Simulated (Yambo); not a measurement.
Yambo run on a free-standing CaHBr monolayer (symmetry P4/nmm, slab cell 19.6 Å high). The wavefunctions come from this Quantum ESPRESSO step (PBEsol, PseudoDojo standard norm-conserving files, fully relativistic):

```
&CONTROL
  calculation = 'nscf'
  pseudo_dir = './pseudo'
  outdir = './out'
/
&SYSTEM
  ibrav = 0
  nat = 6
  ntyp = 3
  ecutwfc = 72.0
  ecutrho = 288.0
  occupations = 'fixed'
  force_symmorphic = .true.
  nbnd = 222
  noncolin = .true.
  lspinorb = .true.
  assume_isolated = '2D'
/
&ELECTRONS
  conv_thr = 6.000000000000001e-09
  diago_full_acc = .true.
  diago_thr_init = 1e-08
/
ATOMIC_SPECIES
H 1.0080 H.upf
Ca 40.0780 Ca.upf
Br 79.9040 Br.upf
CELL_PARAMETERS angstrom
  3.772682024000   0.000000000000   0.000000000000
  0.000000000000   3.772682024000   0.000000000000
  0.000000000000   0.000000000000  19.600000000000
ATOMIC_POSITIONS crystal
H   0.000000000000   0.500000000000   0.000000000000
H   0.500000000000   0.000000000000   0.000000000000
Ca   0.000000000000   0.000000000000   0.065230770000
Ca   0.500000000000   0.500000000000  -0.065230770000
Br   0.500000000000   0.500000000000   0.133404400700
Br   0.000000000000   0.000000000000  -0.133404400700
K_POINTS automatic
4 4 1 0 0 0
```

Yambo input:

```
rim_cut
gw0
dyson
el_el_corr
HF_and_locXC
ppa
em1d
rim_w
RandQpts= 1000000
RandGvec= 2 Ry
CUTGeo= "slab z"
EXXRLvcs= 72 Ry
VXCRLvcs= 288 Ry
Chimod= "HARTREE"
% BndsRnXp
 1 | 220 |
%
NGsBlkXp= 5 Ry
% LongDrXp
 1.0 | 1.0 | 0.0 |
%
RandGvecW= 737 mRy
PPAPntXp= 27.2114 eV
% GbndRnge
 1 | 220 |
%
GTermKind= "BG"
DysSolver= "n"
ExtendOut
% QPkrange
 1 | 1 | 34 | 38 |
 3 | 3 | 36 | 37 |
 6 | 6 | 36 | 37 |
%
```

k points by index: 1 = Γ, 3 = X, 6 = M.

Table of the .qp output:

```
#    K-point    Band    Eo [eV]    E [eV]    E-Eo [eV]    Vxc [eV]    Vnlxc [eV]    Sc|Eo [eV]    Sc|E [eV]    dSc/dw|Eo [eV]    Re(Z)    Im(Z)
#
    1    34    -0.387766    -1.819731    -1.431965    -12.03311    -15.56702    1.787826    2.101946    -5.968568    0.820112    -0.001525
    1    35    -0.38670E-12    -1.076619    -1.076619    -11.48665    -14.13964    1.324636    1.576375    -6.361893    0.810504    -0.001683
    1    36    0.000000    -1.076619    -1.076619    -11.48665    -14.13964    1.324636    1.576375    -6.361893    0.810504    -0.001683
    1    37    4.089176    5.998034    1.908859    -11.82383    -6.183846    -3.348776    -3.731121    -5.449916    0.833136    -0.001547
    1    38    4.089176    5.998034    1.908859    -11.82383    -6.183846    -3.348776    -3.731121    -5.449916    0.833136    -0.001547
    3    36    -0.409217    -1.762138    -1.352921    -12.08038    -15.51624    1.775269    2.082944    -6.187540    0.814735    -0.001718
    3    37    4.714829    6.653908    1.939079    -11.68245    -5.837315    -3.510909    -3.906055    -5.544517    0.830729    -0.001681
    6    36    -0.892633    -2.251639    -1.359006    -11.49347    -15.12561    1.946247    2.273132    -6.545451    0.806100    0.612710E-3
    6    37    4.584252    6.157917    1.573665    -10.57227    -5.495256    -3.195113    -3.503346    -5.329252    0.836225    -0.001564
```
(The two width columns are left out.) Convergence of these settings isn't established.

Geometry relaxed with PBEsol.

This is a model layer cut from the bulk structure; whether it is stable on its own was not checked.
